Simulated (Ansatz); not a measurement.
An elastic tensor (GPa, Voigt order, standard axes) from PBEsol (plane waves, PAW; program Ansatz):

```
 458  45.6  45.6   0.0   0.0   0.0
45.6   458  45.6   0.0   0.0   0.0
45.6  45.6   458   0.0   0.0   0.0
 0.0   0.0   0.0   125   0.0   0.0
 0.0   0.0   0.0   0.0   125   0.0
 0.0   0.0   0.0   0.0   0.0   125
```

Question: Which compound is it?
A) KMgF3, cubic perovskite
B) KZnF3, cubic perovskite
C) FeS2, Pa-3 (Fe on 4a, S on 8c)
D) Al2Au, fluorite or antifluorite type

Answer: C, FeS2, Pa-3 (Fe on 4a, S on 8c)

The PBEsol relaxation kept the symmetry of its start. The workflow began spin-polarised and lost its moments.

Potentials: the later of the program's two PAW sets.
